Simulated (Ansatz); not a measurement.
Cs2SnI6 (Fm-3m), relaxed with LDA (Ansatz, an electronic-structure program, plane waves, PAW): a = b = c = 11.2805 Å, α = β = γ = 90.00°.

| Property | Value |
|---|---|
| ΔH_f (eV/atom) | -0.92 |
| B₀ by P(V) fit (GPa) | 16.9 |
| K_Hill (GPa) | 17.2 |
| G_Hill (GPa) | 7.3 |
| highest Γ mode, no LO–TO term (cm⁻¹) | 161 |
| Θ_D (K) | 114 |

Task: The same phase is relaxed and computed with PBEsol in the same code. What are the cell and these values now?

Result: a = b = c = 11.554 Å, α = β = γ = 90.00°.

- ΔH_f (eV/atom): -0.92
- B₀ by P(V) fit (GPa): 11.1
- K_Hill (GPa): 11.1
- G_Hill (GPa): 5.4
- highest Γ mode, no LO–TO term (cm⁻¹): 158
- Θ_D (K): 99.0

All cells were relaxed under the symmetry of their starts (and spin orders); stability against distortions was not tested throughout. Spin–orbit coupling is left out wherever it is not named.

Potentials: the later of the program's two PAW sets.

Ansatz is a plane-wave DFT program.

Formation energies count from the lowest solids of the elements computed at the same level, not from gases.
